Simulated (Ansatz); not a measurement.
Input:

ScAl:
```cif
data_AlSc
_chemical_formula_sum 'Sc1 Al1'
_space_group_name_H-M_alt 'P 1'
_space_group_IT_number 1
_cell_length_a 3.34429
_cell_length_b 3.34429
_cell_length_c 3.34429
_cell_angle_alpha 90.000
_cell_angle_beta 90.000
_cell_angle_gamma 90.000
loop_
_space_group_symop_operation_xyz
  'x, y, z'
loop_
_atom_site_label
_atom_site_type_symbol
_atom_site_fract_x
_atom_site_fract_y
_atom_site_fract_z
_atom_site_occupancy
Sc1 Sc 0.50000 0.50000 0.50000 1
Al1 Al 0.00000 0.00000 0.00000 1
```

This is the PBEsol-relaxed structure.

Question: All from the program Ansatz at the PBEsol level (PAW), unless another level is named. Predict the Young's modulus.

Answer: 112 GPa.

Question: What about the highest zone-centre frequency?

Answer: 291 cm^-1.

Space group Pm-3m (CsCl type). The first step of the workflow began from a Materials Project structure, measured or hypothetical; the Crystallography Open Database copy checked does not list it. With Sc and Al taken as one species the cell has the higher symmetry Im-3m, so it may be an ordered model of a mixed-site phase. Its standing as an ambient phase is unchecked. The PBEsol relaxation kept the symmetry of its start; of distortions, only those at the zone centre were tested. No spin polarisation was allowed. As this level gives no gap, phonon frequencies hold no LO–TO term and depend on the k-mesh and smearing (Fermi–Dirac, 0.1 eV here).

Potentials: the later of the program's two PAW sets.
